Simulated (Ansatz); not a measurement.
CaC$_{2}$ (MoSi2 or CaC2 type, I4/mmm), DFT-r²SCAN in the program Ansatz with PAW potentials, all energies at zero smearing, with the estimated change up to a 700 eV cutoff added, with one set of potentials and settings (totals compare only within such a set). Cell of 3 atoms (1 Ca, 2 C): -2325.433 eV.

```tsv
element	reference phase	E (eV/atom)
Ca	Fm-3m, 1 atoms in the cell	-1821.6752
C	P6_3/mmc, 4 atoms in the cell	-251.6711
```

Formation energy per atom, worked out: (-2325.433 − 1×(-1821.6752) − 2×(-251.6711))/3 = -0.139 eV/atom (-13 kJ per mol of atoms), at 0 K, without zero-point energy or fitted corrections.

The first step of the workflow began from a Materials Project structure, measured or hypothetical; the Crystallography Open Database copy checked does not list it. COD files the formula under space group No. 2. Its standing as an ambient phase is unchecked. The cell was relaxed with r²SCAN under the symmetry of its start; whether a distortion lowers the energy is not shown. The references are the lowest solids computed at this level, not always the standard phases.

Potentials: the later of the program's two PAW sets.
